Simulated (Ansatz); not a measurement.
SrNbO3:
```
CELL_PARAMETERS angstrom
      4.01788     0.00000     0.00000
      0.00000     4.01788     0.00000
      0.00000     0.00000     4.01788
ATOMIC_POSITIONS crystal
  Sr 0.50000 0.50000 0.50000
  Nb 0.00000 0.00000 0.00000
  O  0.00000 0.50000 0.00000
  O  0.50000 0.00000 0.00000
  O  0.00000 0.00000 0.50000
```

Relaxed with PBEsol. Special points in fractions of this cell's reciprocal vectors: Γ (0.000, 0.000, 0.000); X (0.000, 0.500, 0.000); M (0.500, 0.500, 0.000); R (0.500, 0.500, 0.500).

Q: List the band energies nearest the Fermi level at these points for PBEsol with spin–orbit coupling (plane waves, PAW; program Ansatz).

A: In eV from the Fermi level; about four levels below and three above (degenerate sets whole), none deeper than 8.9 eV; points with the same levels are listed once.

| k | below | above |
|---|---|---|
| Γ | -1.45 -1.45 -1.45 -1.45 -1.36 -1.36 | 1.46 1.46 1.46 1.46 |
| X | -4.40 -4.40 -1.12 -1.12 | 1.25 1.25 1.33 1.33 |
| M | -4.92 -4.92 -3.91 -3.91 | 1.29 1.29 1.36 1.36 |
| R | -3.83 -3.83 -3.83 -3.83 | 2.54 2.54 2.54 2.54 |

Space group Pm-3m (cubic perovskite). The workflow started from a Materials Project entry (that database holds measured and hypothetical structures alike); the Crystallography Open Database copy checked does not list it. COD files the formula under space group No. 62. Whether it is the stable phase at ambient conditions was not checked. Symmetry was held in the PBEsol relaxation; its stability against distortions is not shown here. No spin polarisation was allowed. With an odd number of electrons in the cell and no spin polarisation, the count alone makes it a metal.

Potentials: the later of the program's two PAW sets.
